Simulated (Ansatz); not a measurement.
Surface calculation: fcc Ni (111), 5 layers

The slab is cut from the fcc crystal, the stable phase, as relaxed on PAW files (10.04 Å³/atom), with 16 Å of vacuum and a dipole correction:

```
Ni
1.0
     2.42184    0.00000    0.00000
    -1.21092    2.09737    0.00000
     0.00000    0.00000   23.90970
Ni
5
Direct
  0.33333 0.16667 0.33459
  0.66667 0.83333 0.41730
  0.00000 0.50000 0.50000
  0.33333 0.16667 0.58270
  0.66667 0.83333 0.66541
```

All numbers are LDA results (scalar-relativistic) from Ansatz 0.2.0, with a Γ-centred 15×15×1 k mesh, Fermi–Dirac smearing of 0.1 eV, spin-polarised from start moments Ni1 1, Ni2 1, Ni3 1, Ni4 1, Ni5 1 μB. Methods: LAPW: all electrons, basis error target 1 meV/atom; PAW: frozen-core files, cutoff 420 eV.

The bulk energy comes from a cell in the slab's orientation on a 15×15×6 mesh. The surface energy is (E(slab) − N·E(bulk))/2A at zero smearing, the mean of both faces; thin slabs carry quantum-size effects.

Other magnetic orders may lie lower. The PAW files were made under PBE.

Question: As cut, the LAPW slab lies 1.604 eV above 5 atoms of bulk. What surface energy is that?

Answer: Over two faces of 5.08 Å² it is 157.9 meV/Å², and times 16.02 J/m² per eV/Å² that gives γ = 2.530 J/m².

```json
{"method": "LAPW", "γ as cut (J/m²)": "2.530", "γ relaxed (J/m²)": "2.522", "Φ as cut (eV)": "5.52", "Φ relaxed (eV)": "5.51"}
```

Question: How do the spacings between the planes relax?

Answer: From the bottom face up: d12 -1.3 % of 1.977 Å, d23 0.0 % of 1.977 Å, d34 0.0 % of 1.977 Å, d45 -1.3 % of 1.977 Å.

Question: How do the moments vary through the slab?

Answer: Ni1 0.65, Ni2 0.66, Ni3 0.62, Ni4 0.66, Ni5 0.65 μB in the LAPW spheres; the bulk has Ni 0.60 μB.

Question: What changes if the images along the normal are cut off in place of the dipole correction?

Answer: LAPW then gives: no gap, work function 5.51 eV; PAW: no gap, work function 5.51 eV.

Question: What changes if the vacuum is set to 7 Å?

Answer: LAPW then gives: no gap, work function 5.46 (top) and 5.49 (bottom) eV; PAW: no gap, work function 5.30 eV. The program warns that the vacuum is too thin.
